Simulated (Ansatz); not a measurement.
**AlAu: from a starting cell to a relaxed one**

The relaxed structure here is a generated cell of AlAu: the first start was made by placing the elements on the sites of a structure type, and the end was not matched to a known phase here, so it may be hypothetical.

The start is a generated cell, AlAu placed in the AFLOW prototype AB_tP8_136_g_f (as in BeO). A full variable-cell relaxation at zero pressure is run with PBEsol (plane waves to 420 eV, PAW, scalar-relativistic; Ansatz, a first-principles code). The first steps use a coarse 6×6×9 k-mesh.

Input geometry:
```
CELL_PARAMETERS angstrom
      6.17537     0.00000     0.00000
      0.00000     6.17537     0.00000
      0.00000     0.00000     3.56221
ATOMIC_POSITIONS crystal
  Al 0.33600 0.66400 0.00000
  Al 0.83600 0.83600 0.50000
  Al 0.16400 0.16400 0.50000
  Al 0.66400 0.33600 0.00000
  Au 0.31000 0.31000 0.00000
  Au 0.81000 0.19000 0.50000
  Au 0.19000 0.81000 0.50000
  Au 0.69000 0.69000 0.00000
```

What pressure does the first self-consistent step give?

+56.3 GPa (positive: the cell is compressed).

What is the largest force in the starting geometry, and on which atom (counted from 1)?

1.69 eV/Å, on Au5, Au6, Au7, Au8 (atoms numbered as listed).

How does the volume change?

+32.7 %, from 16.98 to 22.54 Å³/atom.

How do the shortest distances between atoms change?

The closest pairs of elements (up to four, under 3.6 Å), start → end: Al–Au 2.19 → 2.54 Å; Al–Al 2.86 → 2.75 Å; Au–Au 3.32 → 2.82 Å.

What band gap does the relaxed structure have at this level?

No gap (metallic).

What does it relax into? Give the structure.


Space group P4₂/mnm (No. 136); a = 7.9987 Å, b = 7.9987 Å, c = 2.8180 Å, α = 90.00°, β = 90.00°, γ = 90.00°

```tsv
atom	site	symmetry	x	y	z
Al	4f	m.2m	0.3783	0.3783	0.0000
Au	4g	m.2m	0.1910	0.1910	0.5000
```

The space group stays P4₂/mnm (No. 136) (the run could not lower it), with 8 atoms in the primitive cell. Final values are on a 6×6×16 k-mesh of the relaxed cell. No spin polarisation in the result.

The run could not lower the symmetry of its start; a shaken copy of this end point relaxes with PBEsol to P4/mbm (No. 127), 0.17 eV/atom lower.
